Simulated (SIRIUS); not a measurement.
A self-consistent single point of GaN (P2_1, 4 atoms in the cell; from Materials Project mp-804, changed as shown).

```yaml
crystal:
  lattice:
    - [3.22752, 0.00000, 0.00000]
    - [-1.59762, 2.76716, 0.00000]
    - [0.00000, 0.00000, 5.25519]
  atoms:
    - { symbol: Ga, position: [0.66667, 0.33333, 0.49908] }
    - { symbol: Ga, position: [0.33333, 0.66667, 0.99908] }
    - { symbol: N, position: [0.66667, 0.33333, 0.87592] }
    - { symbol: N, position: [0.33333, 0.66667, 0.37592] }
```

Computed with PBE, PseudoDojo 0.5 standard norm-conserving PBE (tails mended) pseudopotentials (plane waves; SIRIUS).

SIRIUS settings:

* **parameters.ngridk**: 6 6 3
* **parameters.xc_functionals**: [XC_GGA_X_PBE, XC_GGA_C_PBE]
* **parameters.gk_cutoff**: 9.165 1/bohr
* **parameters.pw_cutoff**: 18.331 1/bohr
* **parameters.smearing**: gaussian
* **parameters.smearing_width**: 0.000734986 Ha
* **potentials**: PseudoDojo 0.5 standard norm-conserving PBE (tails mended) pseudopotentials
* **parameters.electronic_structure_method**: pseudopotential
* **parameters.num_bands**: 22
* **parameters.num_mag_dims**: 0
* **parameters.num_dft_iter**: 100
* **parameters.energy_tol**: 1e-07 Ha
* **parameters.density_tol**: 1e-06
* **mixer.type**: anderson
* **mixer.beta**: 0.7
* **mixer.use_hartree**: false

Results:

- Number of valence electrons: 36
- Number of bands: 22
- Number of k-points after the program's reduction: 40
- Number of plane waves (most at a k-point): 4135
- Number of SCF iterations: 20
- FFT grid: 40 × 40 × 60
- Free energy E − TS: -4728.2671 eV
- Pressure: 0.51 GPa
- Largest force (vector length): 0.111 eV/Å

Forces (eV/Å):
```json
[
 {"atom": "Ga1", "Fx": "0.041", "Fy": "0.073", "Fz": "0.048"},
 {"atom": "Ga2", "Fx": "-0.041", "Fy": "-0.073", "Fz": "0.048"},
 {"atom": "N3", "Fx": "0.048", "Fy": "0.087", "Fz": "-0.049"},
 {"atom": "N4", "Fx": "-0.048", "Fy": "-0.087", "Fz": "-0.049"}
]
```

Stress (GPa, positive for compression):
```
-0.37  -0.83   0.00
-0.83   2.53   0.00
 0.00   0.00  -0.63
```

For comparison: a first run was changed to give this one (lattice vector b scaled by 0.99), and from it to this one the free energy is nearly the same (within 1 meV/atom), the pressure goes from -1.24 to 0.51 GPa and the largest force goes from 0.002 to 0.111 eV/Å.

The structure comes from a collection of computed structures, made at another level of theory; the collection holds predicted forms beside known ones. Its lattice was then scaled.

Cost on one core: very roughly 50 core-seconds.

“Tails mended”: in these copies of the files the far tail of each local potential was reset to the Coulomb form.
